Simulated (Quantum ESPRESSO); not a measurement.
## Calculated data, CaMg2ZnO4 (made-up cell)

Computed with Quantum ESPRESSO 7.5. Calculation on a made-up crystal cell, not a measurement, run twice, once with a planted mistake found by running each candidate: periodic Kohn-Sham density functional theory in plane waves with PseudoDojo standard norm-conserving scalar-relativistic pseudopotentials, each functional with its own files (v0.5 for PBE, v0.4.1 for LDA and PBEsol), no spin polarisation, no spin-orbit coupling, atoms not relaxed, stress positive in tension, energies less a fixed whole-eV offset for each atom's element; levels are Kohn-Sham levels at fractions of this cell's reciprocal vectors, counted from the reference band (half the neutral cell's valence electrons, rounded up) at Gamma; error bars cover cutoff and k-mesh only, not smearing or the files; a charged cell sits in a uniform background, with energy and stress on this program's zero of potential; each bar is the largest change over components, and at least 0.002 eV, 0.002 eV per angstrom or 0.02 GPa; energies are for the whole cell, and the offsets were chosen from early runs and are not element reference energies; a distance is the largest change of any value in units of its error bar, a scale change is of lengths, and a coarse mesh keeps the half-step shift.

```cif
# cell vector a (Å): 4.2999 -0.0029 -0.0734
# cell vector b (Å): -0.0029 4.2978 -0.0365
# cell vector c (Å): -0.0734 -0.0365 4.4181
data_CaMg2ZnO4
_symmetry_space_group_name_H-M 'P 1'
_symmetry_Int_Tables_number 1
_cell_length_a 4.3005
_cell_length_b 4.2980
_cell_length_c 4.4189
_cell_angle_alpha 90.959
_cell_angle_beta 91.929
_cell_angle_gamma 90.069
_cell_volume 81.62
loop_
_atom_site_label
_atom_site_type_symbol
_atom_site_fract_x
_atom_site_fract_y
_atom_site_fract_z
_atom_site_occupancy
Ca1 Ca 0.00491 0.98922 0.00463 1
Mg1 Mg 0.00953 0.48635 0.49848 1
Mg2 Mg 0.51635 0.99388 0.50363 1
Zn1 Zn 0.49067 0.50487 0.99967 1
O1 O 0.50343 0.01241 0.02660 1
O2 O 0.49916 0.49378 0.50686 1
O3 O 0.00182 0.99945 0.50991 1
O4 O 0.00572 0.49214 0.00529 1
_calc_lattice_type 'rocksalt'
_calc_intended_functional 'pbe'
_calc_intended_cutoff 1143  # eV
_calc_intended_fermi_dirac_smearing 0.025  # eV
_calc_intended_scf_tolerance 1e-07  # eV
_calc_intended_electrons_removed 0
_calc_healthy_free_energy_less_offsets 0.437  # eV
_calc_healthy_smearing_term_minus_ts 0  # eV
_calc_healthy_scf_iterations 11
_calc_healthy_pressure 12.92  # GPa
_calc_healthy_stress_xx -14.64  # GPa
_calc_healthy_stress_yy -14.57  # GPa
_calc_healthy_stress_zz -9.55  # GPa
_calc_healthy_stress_yz -1.63  # GPa
_calc_healthy_stress_xz -3.38  # GPa
_calc_healthy_stress_xy 0.02  # GPa
_calc_faulty_free_energy_less_offsets -8.905  # eV
_calc_faulty_smearing_term_minus_ts -0.023  # eV
_calc_faulty_scf_iterations 16
_calc_faulty_pressure -16.22  # GPa
_calc_faulty_stress_xx 14.23  # GPa
_calc_faulty_stress_yy 13.93  # GPa
_calc_faulty_stress_zz 20.51  # GPa
_calc_faulty_stress_yz -0.99  # GPa
_calc_faulty_stress_xz -2.32  # GPa
_calc_faulty_stress_xy -0.01  # GPa
_calc_candidate_k_points_along_each_vector 1
_calc_candidate_cutoff 680  # eV
_calc_candidate_smearing 0.35  # eV
_calc_candidate_functional 'lda'
_calc_candidate_scf_tolerance 0.8  # eV
_calc_candidate_electrons_removed 1
_calc_candidate_scale_change -0.93  # percent
_calc_candidate_first_exchanged_site 1
_calc_candidate_second_exchanged_site 2
_calc_intended_k_mesh '4 x 4 x 4, shifted by half a step'
_calc_structure_shown 'as intended, without the mistake'
_calc_fault_kind ?
```

Atoms:
```
atoms element  atom site  atom energy offset (eV)
           Ca          1                    -1055
           Mg          2                    -1617
           Mg          3                    -1617
           Zn          4                    -5687
            O          5                     -452
            O          6                     -452
            O          7                     -452
            O          8                     -452
```

Healthy forces:
```
site  x (eV/Å)  y (eV/Å)  z (eV/Å)
   1    -0.164     0.248     0.138
   2    -0.206     0.183     0.126
   3    -0.377     0.144     0.032
   4     0.335    -0.212     0.081
   5     0.175    -0.398    -0.344
   6     0.242     0.256      0.16
   7     0.147    -0.277    -0.204
   8    -0.153     0.056     0.011
```

Faulty forces:
```
site  x (eV/Å)  y (eV/Å)  z (eV/Å)
   1     -0.18     0.264       0.1
   2     -0.24     0.203     0.156
   3    -0.398     0.143      0.11
   4     0.368     -0.29     0.121
   5     0.167    -0.277    -0.347
   6     0.231     0.238     0.122
   7     0.154    -0.276     -0.22
   8    -0.102    -0.005    -0.043
```

Candidate mistake: coarse kmesh, low cutoff, wide smearing, wrong functional, loose scf, wrong charge, cell scaled, atoms exchanged

To be estimated
1. CaMg2ZnO4 (made-up cell): fault kind?

## Answers
1. wrong charge

Further results for CaMg2ZnO4 (made-up cell):

* other mistakes run: 7
* distance from healthy: 4671 error bars
* distance from nearest other mistake: 4138 error bars
* healthy error bar energy: 0.002 eV
* healthy error bar stress: 0.04985 GPa
* healthy error bar force: 0.004363 eV/Å
